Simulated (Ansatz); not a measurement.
Values for one crystal, relaxed and computed with PBE in the plane-wave PAW code Ansatz; other levels are named.

| Item | Result |
|---|---|
| Volume per atom | 11.20 Å³ |
| Electronic character | metallic (no gap) |
| Formation energy from the elements (no fitted shifts) | -0.23 eV/atom |
| Density of states at the Fermi level | 0.52 states/eV per atom (mean over ±0.08 eV) |

Task: Pick the material that matches.
A. BiB, P4/nmm (B on 2c, Bi on 2a)
B. MgB2, P6/mmm (Mg on 1a, B on 2d)
C. HfB2, P6/mmm (Hf on 1a, B on 2d)
D. AlBRu, Cmcm (Al on 4c, B on 4c, Ru on 4c)

Result: D, AlBRu, Cmcm (Al on 4c, B on 4c, Ru on 4c)

The start of the workflow was typed in or built on a structure type; neither database checked (COD, Materials Project) lists it. Its standing as an ambient phase is unchecked. The PBE relaxation kept the symmetry of its start; whether a distortion lowers the energy is not shown. The run is not spin-polarised. The references are the lowest solids computed at this level, not always the standard phases. Spin–orbit coupling is left out wherever it is not named.

Potentials: the later of the program's two PAW sets.
